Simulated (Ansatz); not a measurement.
## A film clamped to a substrate in KNaCl2

All numbers below come from Ansatz 0.2.0, DFT PBEsol, scalar-relativistic, plane waves, PAW. Cutoff 420 eV, Γ-centred 6×6×6 k-points, Gaussian smearing of 0.05 eV. No spin polarisation. Energies are free energies at this smearing, counted from the undisturbed cell; pressure is positive in compression.

Reference structure (as given, not relaxed at this level; it stands at -0.2 GPa, and it needn't be the usual structure):

```xyz
4
Lattice="2.0863 1.2045 6.9495 -2.0863 1.2045 6.9495 0.0000 -2.4091 6.9495" Properties=species:S:1:pos:R:3 pbc="T T T"
K     0.0000    0.0000   10.4242
Na    0.0000    0.0000    0.0000
Cl    0.0000    0.0000   15.4376
Cl    0.0000    0.0000    5.4109
```

The cell (4 atoms, V0 = 104.79 Å³) is strained by p along both x and y and by q along z, fractional coordinates fixed. τp = (1/V0) ∂E/∂p = (σxx + σyy)(1 + p)(1 + q) and τq = (1/V0) ∂E/∂q = σzz(1 + p)², with tension positive.

```
     p q  ΔE (meV/atom)  τp (GPa)  τq (GPa)
 0.000   0.000           0.00      0.31      0.34
-0.015   0.000           1.02     -1.16     -0.15
 0.015   0.000           2.39      1.62      0.76
 0.000  -0.015          -0.16     -0.17     -0.21
 0.000   0.015           1.47      0.74      0.86
```

**Question.** Get the second derivatives of the energy density.

**Answer.** Central differences give A = ∂τp/∂p = 93 GPa (C11 + C22 + 2 C12), C = ∂τq/∂q = 36 GPa (C33) and the cross term B = ∂τq/∂p = 30 GPa (C13 + C23); ∂τp/∂q = 30 GPa must equal B, and any difference shows higher-order terms. The ions are clamped.

**Question.** A film of this crystal grows with z along the normal on a substrate that imposes p. How does its thickness respond, and what does the misfit cost?

**Answer.** Count p and q from the stress-free cell. A free surface needs τq = 0, so q = −(B/C) p = -0.86 p. The energy density left is (A − B²/C) p²/2 = M p², with the biaxial modulus M = 33 GPa; a misfit of 1 % costs 0.55 meV/atom, against 0.76 meV/atom if the thickness were held.

At p = -0.030 the energies along q are 12.5 (q = -0.030), 8.3 (q = -0.015), 5.8 (q = 0.000), 4.9 (q = 0.015), 5.4 (q = 0.030) meV/atom.

**Question.** Does the linear rule hold at this misfit?

**Answer.** A parabola through the lowest point and its neighbours has its minimum at q = 0.017, 4.9 meV/atom. With the stress left in the starting cell, τp0 and τq0, linear elasticity gives q = −(τq0 + Bp)/C = 0.016 and E = V0(τp0 p + τq0 q + Ap²/2 + Bpq + Cq²/2)/N = 4.6 meV/atom. The two agree within a tenth in energy.

Forces appear on the atoms along this scan, and letting them relax would lower the energy and soften the response.